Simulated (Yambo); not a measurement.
Yambo run on Cs₂IBrCl₆ (space group Fm-3m, No. 225). The wavefunctions come from this Quantum ESPRESSO step (PBEsol, PseudoDojo standard norm-conserving files, scalar-relativistic):

```
&CONTROL
  calculation = 'nscf'
  pseudo_dir = './pseudo'
  outdir = './out'
/
&SYSTEM
  ibrav = 0
  nat = 10
  ntyp = 4
  ecutwfc = 70.0
  ecutrho = 280.0
  occupations = 'fixed'
  force_symmorphic = .true.
  nbnd = 372
/
&ELECTRONS
  conv_thr = 1e-08
  diago_full_acc = .true.
  diago_thr_init = 1e-08
/
ATOMIC_SPECIES
Cl 35.4500 Cl.upf
Br 79.9040 Br.upf
I 126.9045 I.upf
Cs 132.9055 Cs.upf
CELL_PARAMETERS angstrom
  0.000000000000   5.685920000000   5.685920000000
  5.685920000000   0.000000000000   5.685920000000
  5.685920000000   5.685920000000   0.000000000000
ATOMIC_POSITIONS crystal
Cl   0.228160000000   0.771840000000   0.771840000000
Cl   0.771840000000   0.228160000000   0.228160000000
Cl   0.771840000000   0.228160000000   0.771840000000
Cl   0.228160000000   0.771840000000   0.228160000000
Cl   0.771840000000   0.771840000000   0.228160000000
Cl   0.228160000000   0.228160000000   0.771840000000
Br   0.500000000000   0.500000000000   0.500000000000
I   0.000000000000   0.000000000000   0.000000000000
Cs   0.250000000000   0.250000000000   0.250000000000
Cs   0.750000000000   0.750000000000   0.750000000000
K_POINTS automatic
2 2 2 0 0 0
```

Yambo input:

```
rim_cut
gw0
dyson
el_el_corr
HF_and_locXC
ppa
em1d
RandQpts= 1000000
RandGvec= 1 Ry
EXXRLvcs= 70 Ry
VXCRLvcs= 280 Ry
Chimod= "HARTREE"
% BndsRnXp
 1 | 369 |
%
NGsBlkXp= 6 Ry
% LongDrXp
 1.0 | 1.0 | 1.0 |
%
PPAPntXp= 27.2114 eV
% GbndRnge
 1 | 369 |
%
GTermKind= "BG"
DysSolver= "n"
ExtendOut
% QPkrange
 1 | 1 | 37 | 38 |
 2 | 2 | 37 | 38 |
 3 | 3 | 37 | 38 |
%
```

k points by index: 1 = Γ, 2 = L, 3 = X.

Table of the .qp output:

```
#    K-point    Band    Eo [eV]    E [eV]    E-Eo [eV]    Vxc [eV]    Vnlxc [eV]    Sc|Eo [eV]    Sc|E [eV]    dSc/dw|Eo [eV]    Re(Z)    Im(Z)
#
    1    37    -1.499001    -1.724951    -0.225950    -12.14608    -15.14312    2.690510    2.771089    -9.690871    0.737375    -0.003387
    1    38    1.657833    1.967893    0.310059    -13.92542    -11.25035    -2.264165    -2.365020    -8.848335    0.754615    -0.002028
    2    37    0.000000    -0.315441    -0.315441    -13.69452    -16.03825    1.922539    2.028285    -9.117900    0.749015    -0.002100
    2    38    0.821614    1.123420    0.301806    -13.00664    -10.08548    -2.527288    -2.619363    -8.298672    0.766296    -0.001874
    3    37    -1.000094    -1.319309    -0.319216    -12.83815    -15.98956    2.722764    2.832194    -9.322916    0.744812    -0.002048
    3    38    1.535575    1.860869    0.325294    -13.84966    -11.03941    -2.379697    -2.484960    -8.802332    0.755578    -0.002139
```
(The two width columns are left out.) Convergence of these settings isn't established.

Spin-orbit coupling is not included.

Geometry of the Materials Project entry, not relaxed at this level.

The structure is a Materials Project entry; no match was found in the copy of COD used, and its stability was not checked.
